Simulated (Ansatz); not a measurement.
Polymorphs of TiNi, each relaxed with DFT-PBEsol in the program Ansatz with PAW potentials:

A: CsCl type (Pm-3m)
a = 2.971 Å, b = 2.971 Å, c = 2.971 Å, α = 90.00°, β = 90.00°, γ = 90.00°

| atom | site | symmetry | x | y | z |
|---|---|---|---|---|---|
| Ti | 1b | m-3m | 0.5000 | 0.5000 | 0.5000 |
| Ni | 1a | m-3m | 0.0000 | 0.0000 | 0.0000 |

B: Cmcm
a = 2.8811 Å, b = 9.2921 Å, c = 3.9696 Å, α = 90.00°, β = 90.00°, γ = 90.00°

```csv
atom,site,symmetry,x,y,z
Ti,4c,m2m,0.0000,0.1431,0.7500
Ni,4c,m2m,0.0000,0.5849,0.2500
```

Task: Rank these by energy per atom at 0 K (lowest first), as PBEsol gives it.

Result: B (+0 meV/atom), A (+51 meV/atom)

Typed or built starts, not in the databases checked: B. Standing as an ambient phase not checked: A. Began spin-polarised and lost the moments: B. All cells were relaxed under the symmetry of their starts (and spin orders); stability against distortions was not tested throughout. Rows with no word on spin ran without spin polarisation.

Energies hold the estimated change up to a 700 eV cutoff; steps of a few meV lie near the error of the meshes.

Potentials: the later of the program's two PAW sets.
